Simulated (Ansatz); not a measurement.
Ansatz input

```yaml
crystal:
  lattice:
    - [-1.4467729907, 1.4467729907, 1.4467729907]
    - [1.4467729907, -1.4467729907, 1.4467729907]
    - [1.4467729907, 1.4467729907, -1.4467729907]
  atoms:
    - { symbol: Ru, position: [0.0, 0.0, 0.0] }
hamiltonian:
  xc: pbesol
  pseudopotentials:
    kind: paw
    azcp:
      Ru: "pseudopotentials/Ru.paw.azcp"
basis:
  ecutwfc: 420
  fft_grid_basis: typed
kpoints:
  mp_grid: { grid: [16, 16, 16], shift: [0, 0, 0] }
magnetization:
  spin_polarized: false
scf:
  occupations: { method: fermi_dirac, width: 0.1 }
  lower_state_search: "off"
output:
  stress: true
```

and its output:

```
Warning: the record states the generating functional pbe (its physics header spells it `PBE`), which answers neither for hamiltonian.xc's functional nor for the pbesol family's — results may be inconsistent (PPs are generated against a specific XC)
Engine: ansatz 0.2.0, x86_64-unknown-linux-gnu
Pseudopotentials: kind: paw
Pseudopotential: Ru, paw, valence charge 16, recommended cutoff 420 eV (normal) 
Functional definition: PBEsol
  exchange = pbesol_x
  correlation = pbesol_c
Crystal: 1 atoms, lattice volume = 12.113 Å³
Basis set: ecut = 420 eV, 225 PW (Γ)
Bands: 12, of which v1, the nominal top of the filled ones, is band 8 counted from 1 (7 counted from 0)
Symmetry: 48 space group operations
Space group: Im-3m (ITA 229), of the structure as read, at distance tolerance 2.3e-5 Å
k-points: 145 of 4096
Non-local potential: Ru, projectors of the file, l = 0: 3, l = 1: 2, l = 2: 2, l = 3: 1
PAW form: soft (Blöchl's): semilocal exchange-correlation on the pseudo side does not see the compensation charge
PAW frozen core: Ru, regenerated for the run's functional, and the local potential with it (the file was generated under x = pbe(κ = 0.804, μ = 0.2195149727645171), c = pbe(β = 0.06672455060314922))
PAW one-centre angular grid: Ru, 590 points (default); XC on 64 Gauss nodes
Initial density: superposition of atomic densities (neutral atoms: chi_scale 0, normalization atom), corrected by the library's trained network
Initial wavefunctions: pseudopotential atomic-orbital guess
Functional: x = pbesol(κ = 0.804, μ = 0.12345679012345678), c = pbesol(β = 0.046)
SCF iter   1: F=—  HF=-5815.629060 eV  |F-HF|=—  |Δ(HF+E_count)|=         —  Δρ=1.06e-2  dr2=1.11e-2  ethr=1.77e-3  ⟨swp⟩=5.0  Hψ=9675  notcnv=0
SCF iter   2: F=—  HF=-5815.624169 eV  |F-HF|=—  |Δ(HF+E_count)|=   4.89e-3  Δρ=2.73e-3  dr2=2.16e-4  ethr=6.94e-5  ⟨swp⟩=2.8  Hψ=4233  notcnv=0
SCF iter   3: F=—  HF=-5815.624090 eV  |F-HF|=—  |Δ(HF+E_count)|=   7.90e-5  Δρ=1.32e-3  dr2=4.32e-5  ethr=1.35e-6  ⟨swp⟩=2.7  Hψ=2970  notcnv=0
SCF iter   4: F=—  HF=-5815.624086 eV  |F-HF|=—  |Δ(HF+E_count)|=   4.28e-6  Δρ=2.01e-4  dr2=9.87e-7  ethr=2.70e-7  ⟨swp⟩=2.0  Hψ=1918  notcnv=0
iter 5 did not close the SCF: its close was put off for the readings that it lacked (scf_convergence_deferred on its scf_iter line)
SCF iter   5: F=-5815.624086 eV  HF=-5815.624086 eV  |F-HF|=3.36e-9  |Δ(HF+E_count)|=   3.84e-7  Δρ=1.66e-5  dr2=1.15e-8  ethr=6.17e-9  ⟨swp⟩=2.3  Hψ=2869  notcnv=0
SCF iter   6: F=-5815.624086 eV  HF=-5815.624086 eV  |F-HF|=8.19e-12  |Δ(HF+E_count)|=  8.11e-10  Δρ=9.73e-7  dr2=2.11e-11  ethr=7.16e-11  ⟨swp⟩=1.7  Hψ=5406  notcnv=0
SCF 1 converged in 6 iterations: F = -5815.624086 eV  dr2 = 2.11e-11
SCF converged after 6 iterations
Free energy (F): -5815.624086 eV
Harris-Foulkes:  -5815.624086 eV  (|F-HF|=8.19e-12)
Internal energy: -5815.571961 eV  (E = F + TS)
E sigma→0 (E₀):  -5815.598024 eV
Entropy (-TS):   -0.052125 eV (-52.125 meV/atom)
Fermi energy:    27.048626 eV
--- Per-component energies (eV) ---
  E_band       = -3.162627
  E_kinetic    = 520.637634
  E_local      = -1140.970411  (includes V_loc(G=0)·N_el)
  E_nonlocal   = 346.800839
  E_hartree    = 367.649708
  E_xc         = -191.440402
  E_vxc        = -241.299308  (∫ρ·V_xc dr)
  E_paw        = -3400.353711  (= ΣΔE_a)
  E_vpaw       = -223.630558  (= ΣTr[D̂ρ^β])
  E_aug_tail   = -0.000181  (compensation charges beyond the density's cutoff)
  E_ewald      = -2318.148733
  E_core_change = 0.253296  (= ΣΔE_core)
  E_smearing   = -0.052125  (= −TS)
  E_closure    = 0.000000  (closes the sum)
  Σ components = -5815.624086   (vs F -5815.624086, Δ=0.00e0)
--- Stress (GPa, compression-positive) ---
       53.881199      -0.000000      -0.000000
        0.000000      53.881199       0.000000
       -0.000000       0.000000      53.881199
  P = ⅓ Tr σ = 53.8812 GPa (538.812 kbar)
```

Launched by

```sh
ansatz run input.yaml --threads 2 --pin off --max-ram 5120MiB --backend cpu --events-out ev --progress --plain --runs-dir out
```

On 2 threads of Intel(R) Xeon(R) 6975P-C (Granite Rapids) (shared host) this took about 0.93 s of wall time and 1.5 s of CPU time.
